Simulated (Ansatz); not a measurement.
LiAlF₄ (P4_2/mmc) at 3 levels of theory

One geometry, relaxed with PBE; plane waves with PAW potentials in Ansatz, scalar-relativistic. No spin polarisation. Gaps are the least over mesh and band path; pressure is positive in compression.

```cif
data_structure
_symmetry_space_group_name_H-M 'P 1'
_symmetry_Int_Tables_number 1
_cell_length_a 5.5024
_cell_length_b 5.5024
_cell_length_c 9.3819
_cell_angle_alpha 90.000
_cell_angle_beta 90.000
_cell_angle_gamma 90.000
_cell_volume 284.05
loop_
_atom_site_label
_atom_site_type_symbol
_atom_site_fract_x
_atom_site_fract_y
_atom_site_fract_z
_atom_site_occupancy
Li1 Li 0.00000 0.50000 0.00000 1
Li2 Li 0.50000 0.00000 0.50000 1
Al1 Al 0.00000 0.00000 0.25000 1
Al2 Al 0.00000 0.00000 0.75000 1
F1 F 0.00000 0.25187 0.14586 1
F2 F 0.00000 0.74813 0.14586 1
F3 F 0.00000 0.25187 0.85413 1
F4 F 0.00000 0.74813 0.85413 1
F5 F 0.25187 0.00000 0.35414 1
F6 F 0.74813 0.00000 0.35414 1
F7 F 0.25187 0.00000 0.64587 1
F8 F 0.74813 0.00000 0.64587 1
```

```json
{"level": "PBE", "cutoff (eV)": "420", "k mesh": "4×4×4", "gap (eV)": "6.66", "pressure (GPa)": "0.0"}
```

What comes out on the same cell with r2SCAN, LDA?

```
 level  cutoff (eV)  k mesh  gap (eV)  pressure (GPa)
r2SCAN          500   4×4×4      7.62            -1.5
   LDA          420   4×4×4      6.71            -2.6
```

The cell was found from a structure generator's guess, not taken from experiment.
